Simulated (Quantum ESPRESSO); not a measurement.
Inputs of pw.x and gipaw.x (a modified build of Quantum ESPRESSO, PBE) for KF; the starting potential comes from an earlier run on another mesh:

```
&CONTROL
  calculation = 'scf'
  prefix = 'x'
  pseudo_dir = './pseudo'
  outdir = './out'
  tprnfor = .true.
/
&SYSTEM
  ibrav = 0
  nat = 2
  ntyp = 2
  ecutwfc = 45
  ecutrho = 180
  occupations = 'fixed'
  nbnd = 8
/
&ELECTRONS
  conv_thr = 1e-11
  startingpot = 'file'
/
ATOMIC_SPECIES
K 39.098 K.GGA_PBE-JTH.UPF
F 18.998 F.GGA_PBE-JTH.UPF
CELL_PARAMETERS angstrom
   -0.000000000000     2.641142925000     2.680959150000
    2.641142925000    -0.000000000000     2.680959150000
    2.641142925000     2.641142925000     0.000000000000
ATOMIC_POSITIONS crystal
K      0.000000000000     0.000000000000     0.000000000000
F      0.500000000000     0.500000000000     0.500000000000
K_POINTS automatic
5 5 5 1 1 1
```

```
&INPUTGIPAW
  job = 'nmr'
  prefix = 'x'
  tmp_dir = './out/'
  restart_mode = 'from_scratch'
  pawproj(1) = .true.
  pawproj(2) = .true.
  use_nmr_macroscopic_shape = .false.
/
```

The cell was made here from a computed Materials Project entry: strained by +1 % along the cube axis and by -0.5 % across it, atoms relaxed (PBE without dispersion, pw.x of Quantum ESPRESSO, symmetry kept). The parent is KF in Fm-3m. Stability against distortions was not tested.

Task: Give the final section of the GIPAW output.

Result: 
```
     Total NMR chemical shifts in ppm: ---------------------------------------
     (adopting the Simpson convention for anisotropy and asymmetry)-----------

     Atom  1  K   pos: (  0.000000  0.000000  0.000000)  Total sigma:        1166.41
          1168.5649          0.0000          0.0000
             0.0000       1168.5649         -0.0000
             0.0000         -0.0000       1162.1050

     K       1    anisotropy:     -6.46    eta:    0.0000
     K       1    sigma_11=   1168.56
     K       1    sigma_22=   1168.56
     K       1    sigma_33=   1162.11

     Atom  2  F   pos: (  0.701797  0.701797  0.712377)  Total sigma:         251.51
           254.2689          0.0000         -0.0000
             0.0000        254.2689          0.0000
            -0.0000          0.0000        246.0054

     F       2    anisotropy:     -8.26    eta:    0.0000
     F       2    sigma_11=    254.27
     F       2    sigma_22=    254.27
     F       2    sigma_33=    246.01
```
The printed anisotropy is 3/2 (σ_33 − σ_iso) in the program's own order; the axes are left out here. Anisotropies that symmetry doesn't fix are less certain than the isotropic values. These are absolute shieldings with no macroscopic susceptibility term; δ = σ_ref − σ needs a reference computed alike. By our sweeps, such settings leave a few ppm in absolute σ.
